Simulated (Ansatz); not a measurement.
NbHO3:
Space group Pmm2 (No. 25); a = 3.8205 Å, b = 4.0772 Å, c = 4.0427 Å, α = β = γ = 90.00°

```csv
atom,site,symmetry,x,y,z
Nb,1d,mm2,0.5000,0.5000,0.4361
O,1c,mm2,0.5000,0.0000,0.5414
O,1b,mm2,0.0000,0.5000,0.4996
O,1d,mm2,0.5000,0.5000,0.9946
H,1c,mm2,0.5000,0.0000,0.7848
```

Relaxed with PBEsol.

### Question
Give the optical modes at the zone centre with their infrared activity from DFPT, PBEsol in the plane-wave PAW code Ansatz.

### Answer
Transverse frequencies, without the LO–TO term; a row sums one degenerate level.

```
ω (cm⁻¹)  degeneracy  IR ((D/Å)²/amu)  activity  symmetry
--------  ----------  ---------------  --------  --------
158i               1            14.54        IR        B1
34i                1             3.96        IR        B2
173                1            70.88        IR        B1
175                1            10.89        IR        B2
264                1             1.61        IR        A1
281                1             2.29        IR        B1
362                1             4.22        IR        A1
497                1            40.26        IR        B1
512                1            11.08        IR        B2
731                1            37.78        IR        A1
893                1            12.23        IR        B2
3534               1             9.76        IR        A1
```

### Question
How high does the top mode go among those that the LO–TO term moves?

### Answer
907 cm⁻¹ for q along x, 976 cm⁻¹ for q along y, 3546 cm⁻¹ for q along z.

The start of the workflow was typed in or built on a structure type; neither database checked (COD, Materials Project) lists it. Its standing as an ambient phase is unchecked. The cell was relaxed with PBEsol under the symmetry of its start. At this level the phase is dynamically unstable (imaginary phonons). The workflow began spin-polarised and lost its moments.

Potentials: the earlier of the program's two PAW sets. The files were generated under PBE; for other functionals the program regenerates the frozen cores, and for LDA and PBEsol the local potential too.
